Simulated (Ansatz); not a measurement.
ZrIr:
```cif
data_IrZr
_chemical_formula_sum 'Ir1 Zr1'
_space_group_name_H-M_alt 'P 1'
_space_group_IT_number 1
_cell_length_a 3.79208
_cell_length_b 3.79208
_cell_length_c 3.79208
_cell_angle_alpha 60.000
_cell_angle_beta 60.000
_cell_angle_gamma 60.000
loop_
_space_group_symop_operation_xyz
  'x, y, z'
loop_
_atom_site_label
_atom_site_type_symbol
_atom_site_fract_x
_atom_site_fract_y
_atom_site_fract_z
_atom_site_occupancy
Ir1 Ir 0.00000 0.00000 0.00000 1
Zr1 Zr 0.50000 0.50000 0.50000 1
```

Relaxed with PBEsol.

Question: Which orbitals make up the states near the Fermi level in PBEsol (plane waves, PAW; program Ansatz)?

Answer: Within 0.5 eV of the Fermi level: Zr 4d 50 %, Ir 5d 23 %, Zr 5s 13 %, outside the projected shells 9 %. Projections are on Löwdin-orthogonalised atomic valence shells; empty p or d shells of many metals are not among them.

Question: Tabulate the density of states.

Answer: States/eV per cell of 2 atoms, in 0.25 eV bins, energy from the Fermi level.

```
E (eV)  total  Ir 5d  Zr 4d  Zr 5s
------  -----  -----  -----  -----
-7.30    0.00   0.00   0.00   0.00
-7.05    0.05   0.00   0.00   0.03
-6.80    0.10   0.00   0.00   0.06
-6.55    0.14   0.00   0.00   0.08
-6.30    0.18   0.00   0.00   0.09
-6.05    0.22   0.01   0.01   0.11
-5.80    0.26   0.01   0.01   0.13
-5.55    0.32   0.02   0.02   0.14
-5.30    0.38   0.03   0.03   0.16
-5.05    0.72   0.20   0.16   0.17
-4.80    1.14   0.43   0.31   0.18
-4.55    1.58   0.65   0.46   0.19
-4.30    2.28   1.01   0.68   0.20
-4.05    3.91   1.96   1.12   0.19
-3.80    3.22   1.80   1.06   0.10
-3.55    3.13   1.80   1.04   0.12
-3.30    3.74   2.35   1.08   0.16
-3.05    4.54   3.27   0.97   0.12
-2.80    3.34   2.50   0.66   0.05
-2.55    3.39   2.71   0.49   0.05
-2.30    3.74   3.04   0.46   0.04
-2.05    2.33   1.77   0.38   0.03
-1.80    3.33   2.56   0.48   0.04
-1.55    3.71   3.10   0.36   0.04
-1.30    2.24   1.93   0.17   0.03
-1.05    0.28   0.13   0.09   0.02
-0.80    0.94   0.30   0.43   0.11
-0.55    1.13   0.27   0.57   0.17
-0.30    1.00   0.25   0.47   0.16
-0.05    0.93   0.24   0.41   0.14
0.20     1.06   0.23   0.54   0.12
0.45     1.19   0.22   0.70   0.10
0.70     1.34   0.22   0.90   0.06
0.95     1.27   0.21   0.88   0.02
1.20     1.42   0.25   0.96   0.01
1.45     2.12   0.46   1.30   0.02
1.70     2.16   0.49   1.33   0.02
1.95     2.11   0.44   1.36   0.02
2.20     2.35   0.42   1.63   0.02
2.45     1.58   0.29   1.08   0.02
2.70     1.61   0.23   1.24   0.01
2.95     3.09   0.37   2.59   0.02
3.20     3.55   0.48   2.86   0.09
3.45     2.93   0.51   2.10   0.16
3.70     2.69   0.55   1.77   0.15
3.95     2.04   0.34   1.23   0.12
4.20     0.96   0.11   0.52   0.08
4.45     0.80   0.09   0.39   0.17
4.70     1.28   0.11   0.50   0.33
```

Space group Fm-3m (rock salt). The start of the workflow was typed in or built on a structure type; neither database checked (COD, Materials Project) lists it. COD files the formula under space group No. 221. Its standing as an ambient phase is unchecked. The cell was relaxed with PBEsol under the symmetry of its start; whether a distortion lowers the energy is not shown. The run is not spin-polarised. Spin–orbit coupling is left out wherever it is not named.

Potentials: the earlier of the program's two PAW sets. The files were generated under PBE; for other functionals the program regenerates the frozen cores, and for LDA and PBEsol the local potential too.
